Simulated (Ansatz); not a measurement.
ZrB₂:
```
ZrB2
1.0
    3.13282     0.00000     0.00000
   -1.56641     2.71310     0.00000
    0.00000     0.00000     3.48922
Zr B
1 2
Direct
  0.00000   0.00000   0.00000
  0.33333   0.66667   0.50000
  0.66667   0.33333   0.50000
```

Relaxed with LDA. Special points in fractions of this cell's reciprocal vectors: Γ (0.000, 0.000, 0.000); M (0.500, 0.000, 0.000); K (0.333, 0.333, 0.000); A (0.000, 0.000, 0.500); L (0.500, 0.000, 0.500); H (0.333, 0.333, 0.500).

### Question
List the band energies nearest the Fermi level at these points for the program Ansatz at the LDA level (PAW).

### Answer
In eV from the Fermi level; about four levels below and three above (degenerate sets whole), none deeper than 8.9 eV; points with the same levels are listed once.

```tsv
k	below	above
Γ	-2.70 -2.70 -2.66 -2.27	3.55 3.55 4.34 4.34
M	-8.34 -4.00 -3.07 -2.77	2.32 2.40 5.15
K	-7.66 -7.66 -7.04 -2.52 -2.52	1.63 1.63 3.25
A	-7.02 -0.97 -0.97	0.33 0.33 0.80 0.80
L	-6.91 -4.72 -4.23 -1.85	3.91 4.37 5.56
H	-8.77 -8.77 -4.91 -2.64 -2.64	4.27 6.40 6.40
```

Space group P6/mmm. Symmetry was held in the LDA relaxation. The run is not spin-polarised. Scalar-relativistic: spin–orbit coupling is off unless named, which matters more the heavier the elements.

Potentials: the earlier of the program's two PAW sets. The files were generated under PBE; for other functionals the program regenerates the frozen cores, and for LDA and PBEsol the local potential too.
